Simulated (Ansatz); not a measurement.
# PbO (P4/nmm), two-dimensional strain map

Level of theory: Ansatz 0.2.0, DFT PBE, scalar-relativistic, plane waves, PAW. The runs took a 420 eV cutoff, a Γ-centred 8×8×6 mesh and Gaussian smearing (0.05 eV). Spin–orbit coupling is left out, which can shift energies with elements as heavy as these. No spin polarisation. Energies are free energies at this smearing, counted from the undisturbed cell; pressure is positive in compression.

Reference structure (as given, not relaxed at this level; it stands at 4.9 GPa):

```
Pb O
1.0
     3.97440    0.00000    0.00000
     0.00000    3.97440    0.00000
     0.00000    0.00000    5.02200
Pb O
2 2
Direct
  0.00000 0.50000 0.23510
  0.50000 0.00000 0.76490
  0.00000 0.00000 0.00000
  0.50000 0.50000 0.00000
```

The cell is strained by p along both x and y and by q along z, fractional coordinates fixed. Points are written (p, q).

Energy above the undisturbed cell in meV/atom (a dash: not computed):

| p \ q | -0.030 | -0.015 | 0.000 | 0.015 | 0.030 |
| --- | --- | --- | --- | --- | --- |
| -0.030 | ? | 83.1 | 64.9 | 50.1 | 38.5 |
| -0.015 | 55.6 | 39.1 | 25.6 | 15.2 | ? |
| 0.000 | 21.3 | 9.2 | 0.0 | -6.4 | -10.1 |
| 0.015 | 0.1 | -8.0 | -13.4 | -16.3 | ? |
| 0.030 | -9.5 | ? | -16.0 | -15.7 | -13.1 |

Problem. Fill in the withheld energies.

Solution. (-0.030, -0.030): 104.6; (-0.015, 0.030): 7.8; (0.015, 0.030): -16.7; (0.030, -0.015): -13.9.